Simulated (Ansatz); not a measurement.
Given:

C (graphite type, space group P6_3/mmc)

```
CELL_PARAMETERS angstrom
      2.45812     0.00000     0.00000
     -1.22906     2.12879     0.00000
      0.00000     0.00000     6.56486
ATOMIC_POSITIONS crystal
  C  0.00000 0.00000 0.25000
  C  0.00000 0.00000 0.75000
  C  0.33333 0.66667 0.25000
  C  0.66667 0.33333 0.75000
```

E(V) scan at fixed shape, V₀ the volume above. Symmetry pins the atoms to their sites.

These are PBEsol-D3(BJ) (plane waves to 420 eV, PAW, scalar-relativistic; Ansatz, a program for electronic structure) values and carry that method's errors. k mesh 15×15×5 (Γ-centred), Fermi-Dirac smearing 0.05 eV. Energies are smeared free energies. Stress and pressure are positive under compression. With the shape held, the modulus is that of even scaling; a crystal free to change shape is softer. C was relaxed with its symmetry unable to fall. The PAW data are Ansatz's earlier set. ΔE is measured from the relaxed starting cell.

The scan covers V/V₀ from 0.900 to 1.100 in 11 points.

**Question.** What pressure does the cell carry at V/V₀ = 0.900?

**Answer.** 38.6 GPa.

**Question.** What is ΔE at V/V₀ = 0.900?

**Answer.** 96 meV/atom.

**Question.** What is ΔE at V/V₀ = 1.100?

**Answer.** 69 meV/atom.

(Under strain, the slope of the energy per volume gives the stress and its curvature an elastic modulus.)
